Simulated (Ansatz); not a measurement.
Zr2Au:
Space group I4/mmm (No. 139); a = 3.2966 Å, b = 3.2966 Å, c = 11.6700 Å, α = 90.00°, β = 90.00°, γ = 90.00°

| atom | site | symmetry | x | y | z |
|---|---|---|---|---|---|
| Zr | 4e | 4mm | 0.0000 | 0.0000 | 0.3401 |
| Au | 2a | 4/mmm | 0.0000 | 0.0000 | 0.0000 |
(The calculation used a cell of 3 atoms; values per cell refer to that cell.)

Relaxed with r²SCAN.

Question: Tabulate the valence density and the electron localisation function along the shortest Zr–Au contact (2.99 Å), r²SCAN in the plane-wave PAW code Ansatz.

Answer: 

| distance from Zr (Å) | density (e/Å³) | ELF |
|---|---|---|
| 0.30 | 3.94 | 0.42 |
| 0.45 | 4.05 | 0.73 |
| 0.60 | 3.16 | 0.82 |
| 0.75 | 1.92 | 0.79 |
| 0.90 | 0.97 | 0.60 |
| 1.05 | 0.47 | 0.28 |
| 1.19 | 0.27 | 0.14 |
| 1.34 | 0.22 | 0.15 |
| 1.49 | 0.23 | 0.26 |
| 1.64 | 0.29 | 0.34 |
| 1.79 | 0.42 | 0.34 |
| 1.94 | 0.69 | 0.35 |
| 2.09 | 1.37 | 0.41 |
| 2.24 | 3.08 | 0.48 |
| 2.39 | 5.51 | 0.54 |
| 2.54 | 8.42 | 0.60 |
| 2.69 | 11.48 | 0.68 |

The density is the valence pseudo-density with augmentation charge, so density and ELF within about 1 Å of a nucleus are not all-electron values.

The workflow started from an entry of the Crystallography Open Database (COD). Whether it is the stable phase at ambient conditions was not checked. The cell was relaxed with r²SCAN under the symmetry of its start; whether a distortion lowers the energy is not shown. No spin polarisation was allowed. Axis ratios of metals converge slowly with the k-mesh, so a and c are less sure than the volume. Scalar-relativistic: spin–orbit coupling is off unless named, which matters more the heavier the elements.

Potentials: the later of the program's two PAW sets.
